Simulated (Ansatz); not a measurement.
A (110) slab of HfN (Fm-3m (No. 225)), 7 planes, outer planes HfN (top) and HfN (bottom), with 14 atoms (Hf7N7) in a surface cell of A = 14.625 Å², as cut from the bulk:

```
CELL_PARAMETERS angstrom
3.21578 0.00000 0.00000
0.00000 4.54779 0.00000
0.00000 0.00000 24.64733
ATOMIC_POSITIONS crystal
Hf 0.50000 0.50000 0.30429
N 0.50000 0.00000 0.30429
Hf 0.00000 0.00000 0.36953
N 0.00000 0.50000 0.36953
Hf 0.50000 0.50000 0.43476
N 0.50000 0.00000 0.43476
Hf 0.00000 0.00000 0.50000
N 0.00000 0.50000 0.50000
Hf 0.50000 0.50000 0.56524
N 0.50000 0.00000 0.56524
Hf 0.00000 0.00000 0.63047
N 0.00000 0.50000 0.63047
Hf 0.50000 0.50000 0.69571
N 0.50000 0.00000 0.69571
```

Computed with DFT PBE, scalar-relativistic, plane waves, PAW in Ansatz 0.2.0. Plane waves to 420 eV, a k mesh through Γ of 11×8×1 on the computed 14-atom cell and Gaussian smearing (0.10 eV); no spin polarisation.

Against the same 14 atoms in the bulk, the slab as cut lies 5.048 eV higher and the relaxed slab 4.735 eV higher.

Q: Work out the surface energy before and after relaxation.

A: The slab has two faces, so γ = (E_slab − N·E_bulk)/(2A), the mean of both. As cut: 5.048/(2 × 14.625) = 0.1726 eV/Å², and 1 eV/Å² = 16.02 J/m², so γ = 2.76 J/m². Relaxed: 4.735/(2 × 14.625) = 0.1619 eV/Å² = 2.59 J/m². Relaxation recovers 6 % of the cost of cutting.

Q: What is the ideal work of this cut, per area?

A: Griffith's ideal work is 2γ: 5.53 J/m² if the new faces stay rigid, 5.19 J/m² if they relax. One thickness was run, 7 planes, so γ can still shift with it.

Spin polarisation was left out, and a magnetic state may lie lower.